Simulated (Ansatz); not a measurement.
Ansatz (an electronic-structure program) input:

Ansatz 0.2 input:
```yaml
crystal:
  lattice:
    - [2.9446113253, 0.0, 0.0]
    - [0.0, 2.9446113253, 0.0]
    - [0.0, 0.0, 2.9446113253]
  atoms:
    - { symbol: Zn, position: [0.5, 0.5, 0.5] }
    - { symbol: Rh, position: [0.0, 0.0, 0.0] }
kpoints:
  mp_grid: { grid: [14, 14, 14] }
hamiltonian:
  xc: lda
  pseudopotentials: { kind: paw }
scf:
  occupations: { method: fermi_dirac, width: 0.1 }
phonons:
  method: dfpt
  response_accuracy: low
  eigenvectors: true
  rigid_motions: translations
```

Output (shortened):

```
Pseudopotential: Zn, paw, valence charge 12
Pseudopotential: Rh, paw, valence charge 17
Functional definition: SPW92
Crystal: 2 atoms, lattice volume = 25.532 Å³
Basis set: ecut = 420 eV, 485 PW (Γ), exchange–correlation on 40×40×40 points (8 copies of the dense FFT grid, shifted against one another)
Bands: 19, of which v1, the nominal top of the filled ones, is band 15 counted from 1 (14 counted from 0)
Symmetry: 48 space group operations
k-points: 288 of 2744 (irreducible under 8 space group operations, time reversal used)
SCF iter   1: F=—  HF=-9525.704472 eV  |F-HF|=—  |Δ(HF+E_count)|=         —  Δρ=1.41e-2  dr2=5.95e-2  ethr=1.77e-3  ⟨swp⟩=5.1  Hψ=24705  notcnv=0
preconditioner: auto → none
SCF iter   2: F=—  HF=-9525.697664 eV  |F-HF|=—  |Δ(HF+E_count)|=   6.81e-3  Δρ=8.81e-3  dr2=2.73e-2  ethr=2.05e-4  ⟨swp⟩=1.0  Hψ=7776  notcnv=0
SCF iter   3: F=—  HF=-9525.692314 eV  |F-HF|=—  |Δ(HF+E_count)|=   5.35e-3  Δρ=3.24e-3  dr2=1.54e-3  ethr=9.43e-5  ⟨swp⟩=2.1  Hψ=8004  notcnv=0
SCF iter   4: F=—  HF=-9525.691593 eV  |F-HF|=—  |Δ(HF+E_count)|=   7.21e-4  Δρ=6.76e-4  dr2=5.44e-5  ethr=5.31e-6  ⟨swp⟩=2.0  Hψ=9660  notcnv=0  defer=23
SCF iter   5: F=—  HF=-9525.691578 eV  |F-HF|=—  |Δ(HF+E_count)|=   1.52e-5  Δρ=1.28e-4  dr2=1.01e-6  ethr=1.87e-7  ⟨swp⟩=2.0  Hψ=7727  notcnv=0  defer=23
SCF iter   6: F=—  HF=-9525.691577 eV  |F-HF|=—  |Δ(HF+E_count)|=   5.18e-7  Δρ=1.23e-5  dr2=1.84e-8  ethr=3.48e-9  ⟨swp⟩=2.0  Hψ=9255  notcnv=0  defer=23
SCF iter   7: F=—  HF=-9525.691577 eV  |F-HF|=—  |Δ(HF+E_count)|=   2.50e-9  Δρ=1.65e-6  dr2=7.87e-10  ethr=6.33e-11  ⟨swp⟩=2.2  Hψ=8966  notcnv=0  defer=23
SCF iter   8: F=-9525.691577 eV  HF=-9525.691577 eV  |F-HF|=1.82e-12  |Δ(HF+E_count)|=  1.22e-10  Δρ=9.24e-8  dr2=5.41e-13  ethr=1.00e-12  ⟨swp⟩=4.7  Hψ=28113  notcnv=0
SCF 1 converged in 8 iterations: F = -9525.691577 eV  dr2 = 5.41e-13
DFPT response loops at Γ: preconditioner auto → Kerker (q_TF=auto, 2.787 Å⁻¹) (partly filled bands, converged f_vac=0.000) …
SCF converged after 8 iterations
Free energy (F): -9525.691577 eV
Harris-Foulkes:  -9525.691577 eV  (|F-HF|=1.82e-12)
Internal energy: -9525.645674 eV  (E = F + TS)
E sigma→0 (E₀):  -9525.668626 eV
Entropy (-TS):   -0.045903 eV (-22.951 meV/atom)
Fermi energy:    17.733794 eV
--- Per-component energies (eV) ---
  E_band       = -8.497050
  E_kinetic    = 710.507338
  E_local      = -2975.862880  (includes V_loc(G=0)·N_el)
  E_nonlocal   = 976.314328
  E_hartree    = 1142.151283
  E_xc         = -358.715525
  E_vxc        = -334.925277  (∫ρ·V_xc dr)
  E_paw        = -5218.305737  (= ΣΔE_a)
  E_vpaw       = -668.833626  (= ΣTr[D̂ρ^β])
  E_aug_tail   = 0.000476  (compensation charges beyond the density's cutoff)
  E_ewald      = -3803.914581
  E_core_change = 2.179624  (= ΣΔE_core)
  E_smearing   = -0.045903  (= −TS)
  E_closure    = 0.000000  (closes the sum)
  Σ components = -9525.691577   (vs F -9525.691577, Δ=0.00e0)
  [band-id]    e_kinetic+e_local+e_nonlocal+2·e_hartree+e_vxc+e_vpaw+e_augmentation_tail = -8.497074   (vs E_band -8.497050, Δ=-2.34e-5)
--- Band table (eV; the first three rows and the last of 288) ---
  k-point 0: bands = ["-59.8327", "-27.7507", "-27.7507", "-27.7507", "8.4213", "10.4207", "10.4207", "11.3308", "11.3308", "11.3308", "14.9505", "14.9505", "17.6763", "17.6763", "17.6763", "25.4716", "25.4716", "25.4716", "33.2364"]
  k-point 1: bands = ["-59.8321", "-27.7591", "-27.7501", "-27.7501", "8.5243", "10.4427", "10.4540", "11.3270", "11.3270", "11.3382", "14.9349", "14.9807", "17.5589", "17.5589", "17.6681", "24.9004", "25.7007", "25.7007", "33.0586"]
  k-point 2: bands = ["-59.8304", "-27.7825", "-27.7482", "-27.7482", "8.8277", "10.5055", "10.5485", "11.3166", "11.3166", "11.3592", "14.8901", "15.0561", "17.2536", "17.2536", "17.6451", "23.6163", "26.3413", "26.3413", "32.5964"]
  k-point 287: bands = ["-59.7971", "-27.8811", "-27.8811", "-27.8811", "10.9282", "10.9282", "10.9282", "11.7612", "11.7612", "13.3908", "13.3908", "13.3908", "18.5203", "18.5203", "21.4364", "24.7389", "24.7389", "24.7389", "27.0079"]
--- Phonons (Γ-DFPT): 2 representative perturbations + reference, on 288 of 2744 k-points (Σ response iterations 6) ---
  ASR residual: 1.729e-4 → 0.000e0 eV/Å²; symmetrization residual: 5.310e-5 eV/Å²
  ASR residual per site (eV/Å²): 3.19e-5 1.73e-4
  Γ frequencies (cm⁻¹): 0.00 0.00 0.00 240.21 240.21 240.21
  non-analytic LO–TO correction: not included (Born effective charges unavailable; polar crystals: no LO–TO splitting at Γ)
```

Cost: around 30 core-seconds (rough) on shared cores.

Space group Pm-3m (CsCl type). The first step of the workflow began from a Materials Project structure, measured or hypothetical; the Crystallography Open Database copy checked does not list it. With Zn and Rh taken as one species the cell has the higher symmetry Im-3m, so it may be an ordered model of a mixed-site phase. Its standing as an ambient phase is unchecked. The LDA relaxation kept the symmetry of its start; of distortions, only those at the zone centre were tested. The run is not spin-polarised. As this level gives no gap, phonon frequencies hold no LO–TO term and depend on the k-mesh and smearing (Fermi–Dirac, 0.1 eV here). Spin–orbit coupling is left out wherever it is not named.

Potentials: the later of the program's two PAW sets.

Ansatz is a plane-wave DFT program.
